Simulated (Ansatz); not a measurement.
Total density of states per atom from r²SCAN (plane waves, PAW; program Ansatz), in 0.25 eV bins, energy from the Fermi level:

```
E (eV) | states/eV/atom
    -7.85 |  0.00
    -7.60 |  0.00
    -7.35 |  0.00
    -7.10 |  0.01
    -6.85 |  0.01
    -6.60 | # 0.05
    -6.35 | #### 0.25
    -6.10 | ###### 0.40
    -5.85 | ##### 0.37
    -5.60 | ##### 0.33
    -5.35 | #### 0.29
    -5.10 | ######## 0.52
    -4.85 | ###### 0.38
    -4.60 | ######## 0.53
    -4.35 | ############ 0.79
    -4.10 | #### 0.25
    -3.85 | ####### 0.45
    -3.60 | ######## 0.55
    -3.35 | ################ 1.08
    -3.10 | ############## 0.93
    -2.85 | ################ 1.08
    -2.60 | ############################## 2.04
    -2.35 | ##################### 1.41
    -2.10 | ###################### 1.48
    -1.85 | ############################## 2.02
    -1.60 | #################### 1.39
    -1.35 | ####################### 1.59
    -1.10 | ################### 1.29
    -0.85 | ########### 0.73
    -0.60 | ############# 0.89
    -0.35 | # 0.08
    -0.10 | #### 0.28
     0.15 | ########### 0.72
     0.40 | ############### 1.04
     0.65 | ############### 1.04
     0.90 | ### 0.23
     1.15 | #### 0.28
     1.40 | ##### 0.34
     1.65 | ####### 0.46
     1.90 | ######## 0.53
     2.15 | ###### 0.43
     2.40 | ############## 0.93
     2.65 | ########## 0.69
     2.90 | ############ 0.84
     3.15 | ########## 0.67
     3.40 | ####### 0.47
     3.65 | ######### 0.59
     3.90 | ####### 0.51
     4.15 | ####### 0.51
     4.40 | ####### 0.49
     4.65 | ######## 0.58
```

Question: Which of these materials gives this?
A. Zr4Co7Ge6, Im-3m (Zr on 8c, Co on 2a, Co on 12d, Ge on 12e)
B. Co2Li3Nb3O12, P1 (Pearson symbol aP20)
C. LuNi2Ge2, I4/mmm (Lu on 2a, Ni on 4d, Ge on 4e)
D. GeRh, Pnma (Ge on 4c, Rh on 4c)

Answer: A, Zr4Co7Ge6, Im-3m (Zr on 8c, Co on 2a, Co on 12d, Ge on 12e). Within 0.5 eV of the Fermi level: Co 3d 62 %, Zr 4d 26 %, Ge 4p 9 %. Projections are on Löwdin-orthogonalised atomic valence shells; empty p or d shells of many metals are not among them.

The first step of the workflow began from a Materials Project structure, measured or hypothetical; the Crystallography Open Database copy checked does not list it. Whether it is the stable phase at ambient conditions was not checked. Symmetry was held in the r²SCAN relaxation; its stability against distortions is not shown here. No spin polarisation was allowed. Spin–orbit coupling is left out wherever it is not named.

Potentials: the later of the program's two PAW sets.
